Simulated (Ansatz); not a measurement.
A trial cell of CuSn3 went into the relaxation workflow.

The start is a Materials Project cell of CuSn3, P6_3/mmc (No. 194).

Space group P6_3/mmc (No. 194). a = 6.623 Å, b = 6.623 Å, c = 5.005 Å, α = 90.00°, β = 90.00°, γ = 120.00°
```csv
atom,site,symmetry,x,y,z
Cu,2d,-6m2,0.6667,0.3333,0.2500
Sn,6h,mm2,0.3447,0.1723,0.7500
```

Computed with DFT PBE, scalar-relativistic, plane waves, PAW (Ansatz 0.2.0).

Input of the final relaxation:

```yaml
crystal:
  lattice:
    - [6.62288413, 0.0, 0.0]
    - [-3.31144206, 5.7355859, 0.0]
    - [0.0, 0.0, 5.00480795]
  atoms:
    - { symbol: Cu, position: [0.66666667, 0.33333333, 0.25] }
    - { symbol: Cu, position: [0.33333333, 0.66666667, 0.75] }
    - { symbol: Sn, position: [0.344679, 0.1723395, 0.75] }
    - { symbol: Sn, position: [0.8276605, 0.1723395, 0.75] }
    - { symbol: Sn, position: [0.8276605, 0.655321, 0.75] }
    - { symbol: Sn, position: [0.655321, 0.8276605, 0.25] }
    - { symbol: Sn, position: [0.1723395, 0.8276605, 0.25] }
    - { symbol: Sn, position: [0.1723395, 0.344679, 0.25] }
basis:
  ecutwfc: 420
kpoints:
  mp_grid: { grid: [6, 6, 8] }
hamiltonian:
  xc: pbe
scf:
  occupations: { method: gaussian, width: 0.1 }
output:
  forces: true
  stress: true
  eigenvalues: true
  write_density: true
  write_potential: true
  elf: true
  volumetric_format: npy
relax:
  adjacent_minimum: "off"
  f_tol: 0.01
  max_steps: 80
  cell: { stress_tol: 0.05 }
```

```bash
ansatz run input.yaml --threads 1 --pin off --max-ram 2560MiB --backend cpu --events-out ev --progress --plain --runs-dir out
```

Last lines of the log:

```
  P = ⅓ Tr σ = -0.0273 GPa (-0.273 kbar)
--- Band table (eV; the first three rows and the last of 35) ---
  k-point 0: bands = ["-102.3673", "-102.3672", "-59.8238", "-59.8238", "-59.7075", "-59.7075", "-59.7075", "-59.7075", "-11.1133", "-11.1021", "-11.1016", "-11.1016", "-11.0786", "-11.0786", "-11.0722", "-11.0686", "-11.0412", "-11.0412", "-11.0242", "-11.0242", "-11.0069", "-11.0008", "-11.0008",
  k-point 1: bands = ["-102.3673", "-102.3672", "-59.8239", "-59.8238", "-59.7075", "-59.7075", "-59.7075", "-59.7075", "-11.1093", "-11.0997", "-11.0997", "-11.0975", "-11.0868", "-11.0868", "-11.0671", "-11.0626", "-11.0386", "-11.0386", "-11.0143", "-11.0143", "-11.0091", "-11.0035", "-11.0035",
  k-point 2: bands = ["-102.3672", "-102.3672", "-59.8239", "-59.8239", "-59.7075", "-59.7075", "-59.7075", "-59.7075", "-11.0975", "-11.0975", "-11.0972", "-11.0957", "-11.0957", "-11.0849", "-11.0607", "-11.0387", "-11.0387", "-11.0382", "-11.0213", "-11.0213", "-11.0170", "-11.0105", "-11.0025",
  k-point 34: bands = ["-102.3672", "-102.3672", "-59.8240", "-59.8240", "-59.7075", "-59.7075", "-59.7075", "-59.7075", "-11.0999", "-11.0999", "-11.0968", "-11.0968", "-11.0959", "-11.0959", "-11.0478", "-11.0478", "-11.0327", "-11.0327", "-10.9962", "-10.9962", "-10.9877", "-10.9877", "-10.9821",
End of that report.
Error: SIGTERM received: cancelled by the caller after 2 completed SCF iterations
```

Problem. How did the run end?

Solution. The run was cut off at its time limit. It had made 16 ionic steps, with the energy down by 0.059 eV/atom and the largest force component at 0.003 eV/Å. The volume went from 23.8 to 25.2 Å³/atom. No property of the compound can be read from it.

It took 20 min on 1 thread of AMD EPYC 7571, with other jobs on the host, peak memory 0.8 GiB.
